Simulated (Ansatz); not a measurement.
Relaxed-ion elastic tensor of Pd (dhcp (α-La type), space group No. 194) in GPa (Voigt order), DFT-PBEsol in the program Ansatz with PAW potentials; density 12.11 g/cm³, 14.59 Å³ per atom.

```
 283   179   146   0.0   0.0   0.0
 179   283   146   0.0   0.0   0.0
 146   146   314   0.0   0.0   0.0
 0.0   0.0   0.0  44.7   0.0   0.0
 0.0   0.0   0.0   0.0  44.7   0.0
 0.0   0.0   0.0   0.0   0.0  52.0
```

**Question.** Is the crystal mechanically stable?

**Answer.** Yes: the smallest eigenvalue of C is 44.7 GPa.

**Question.** Work out the Voigt, Reuss and Hill averages.

**Answer.** K_V = 202, K_R = 202, K_H = 202; G_V = 55.6, G_R = 52.6, G_H = 54.1 GPa.

**Question.** Give Young's modulus, Poisson's ratio, Pugh's ratio and the universal anisotropy index.

**Answer.** E = 9KG/(3K + G) = 149 GPa; ν = 0.38; K/G = 3.74 (ductile by the Pugh limit of 1.75); A_U = 5G_V/G_R + K_V/K_R − 6 = 0.28.

**Question.** Estimate the sound speeds and the Debye temperature.

**Answer.** v_l = √((K + 4G/3)/ρ) = 4760 m/s, v_t = √(G/ρ) = 2110 m/s, mean 2390 m/s; Θ = (h/k)(3n/4πV)^(1/3) v_m = 291 K.

**Question.** Solve the Christoffel equation for the three sound speeds along x, y, z.

**Answer.** Eigenvalues of C_ijkl n_j n_l equal ρv². In km/s, slowest first: x 1.92, 2.07, 4.84; y 1.92, 2.07, 4.84; z 1.92, 1.92, 5.09.

**Question.** How much does each axis shrink under pressure?

**Answer.** Linear compressibilities β_i = Σ_j S_ij (j = 1 to 3): x 1.6, y 1.6, z 1.7 per TPa.

Space group P6_3/mmc (dhcp (α-La type)). The first step of the workflow began from a Materials Project structure, measured or hypothetical; the Crystallography Open Database copy checked does not list it. It is not the phase usual at ambient conditions (space group No. 225). The PBEsol relaxation kept the symmetry of its start; its stability against distortions is not shown here. Magnetic state: ferromagnetic, the only order run, not a proven ground state. As this level gives no gap, shear constants depend on the k-mesh and smearing (Fermi–Dirac, 0.1 eV here).

Potentials: the later of the program's two PAW sets.
